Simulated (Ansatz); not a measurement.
A trial cell of Co was relaxed with PBE (plane waves to 420 eV, PAW, scalar-relativistic; Ansatz, a first-principles code).

Before: Cmmm (No. 65), oS2; a = 2.932 Å, b = 3.450 Å, c = 2.556 Å, α = β = γ = 90.00°.

After relaxation:

Simulated powder pattern, Cu Kα, λ = 1.54184 Å (kinematic, ideal powder, no thermal factors, no anomalous dispersion; the 24 strongest lines at most, above 1 %, up to 2θ = 90°):

```tsv
2θ (°)	I/Imax (%)
39.03	43
42.58	100
59.12	70
77.93	14
83.83	3.9
```

Problem. Identify the relaxed structure from its pattern: crystal system, space group and cell.

Solution. Hexagonal, P6/mmm (No. 191), hP1, AFLOW prototype A_hP1_191_a (A_f, as in Sn); a = b = 2.452 Å, c = 2.308 Å, α = β = 90.00°, γ = 120.00°. Sites: Co 1a (0.000, 0.000, 0.000).

Problem. Index the strongest lines.

Solution. 39.03° (0001), 42.58° (1 0 -1 0), 59.12° (1 0 -1 1), 77.93° (1 1 -2 0), 83.83° (0002).

Spin state reached: ferromagnetic (net 1.79 μB/atom), from parallel starting moments; other spin orders were not run from this start.

The run could not lose the symmetry of its start: the end is stationary, and may be a saddle point rather than a minimum.

The relaxed structure here is a generated cell of Co: the first start was made by a random draw of sites in a space group, and the end was not matched to a known phase here, so it may be hypothetical. Known forms of Co include space group No. 194.
